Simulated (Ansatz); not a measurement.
Values for one crystal, relaxed and computed with r²SCAN in the plane-wave PAW code Ansatz; other levels are named.

- Volume per atom: 14.99 Å³
- Electronic character: metallic (no gap)
- Poisson's ratio: 0.39
- Pressure derivative B′: 4.1
- Formation energy from the elements (no fitted shifts): 0.063 eV/atom
- Young's modulus: 140 GPa
- Mechanical stability: stable (all eigenvalues of C positive)

Which of these materials gives this?
A. LiC6, P6/mmm (Li on 1a, C on 6k)
B. Sc3SnC, anti-perovskite
C. B13C2, R-3m (B on 3b, B on 18h, B on 18h, C on 6c)
D. ScMo3C, anti-perovskite

D, ScMo3C, anti-perovskite

Space group Pm-3m (anti-perovskite). The start of the workflow was typed in or built on a structure type; neither database checked (COD, Materials Project) lists it. Its standing as an ambient phase is unchecked. The r²SCAN relaxation kept the symmetry of its start; whether a distortion lowers the energy is not shown. The run is not spin-polarised. The references are the lowest solids computed at this level, not always the standard phases. Spin–orbit coupling is left out wherever it is not named.

Potentials: the later of the program's two PAW sets.
